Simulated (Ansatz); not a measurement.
BaTe (rock salt, Fm-3m) under volume change, DFT-LDA in the program Ansatz with PAW potentials, scaled uniformly.

```
V (Å³/atom)  E − E(relaxed) (meV/atom)  P (GPa)
-----------  -------------------------  -------
36.820                            42.8     4.10
38.034                            18.0     2.51
39.248                             4.2     1.15
40.462                             0.0     0.00
41.676                             3.8    -0.98
42.890                            14.4    -1.81
44.103                            30.9    -2.51
```

Problem. What does a third-order Birch–Murnaghan fit give for V₀, B₀ and B′?

Solution. V₀ = 40.46 Å³/atom, B₀ = 35.3 GPa, B′ = 4.4.

The cell was relaxed with LDA under the symmetry of its start; of distortions, only those at the zone centre were tested. Scalar-relativistic: spin–orbit coupling is off unless named, which matters more the heavier the elements.

Potentials: the later of the program's two PAW sets.
